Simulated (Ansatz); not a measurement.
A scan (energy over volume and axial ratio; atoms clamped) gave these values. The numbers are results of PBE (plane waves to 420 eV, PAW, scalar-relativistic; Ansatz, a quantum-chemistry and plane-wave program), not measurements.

| Item | Result |
|---|---|
| Shear modulus C′ = (C11 − C12)/2 (fit, atoms clamped) | 10.5 GPa |

### Question
Of these crystals, all scanned alike, which one is it?
(A) BeS (zinc blende)
(B) AgBr (rock salt)
(C) Li₂O (anti-fluorite)

### Answer
B, AgBr (rock salt). The others have, for the shear modulus C′ = (C11 − C12)/2: Li2O 92 GPa, BeS 48 GPa

All were relaxed with their symmetry unable to fall.

(Under strain, the slope of the energy per volume gives the stress and its curvature an elastic modulus.)
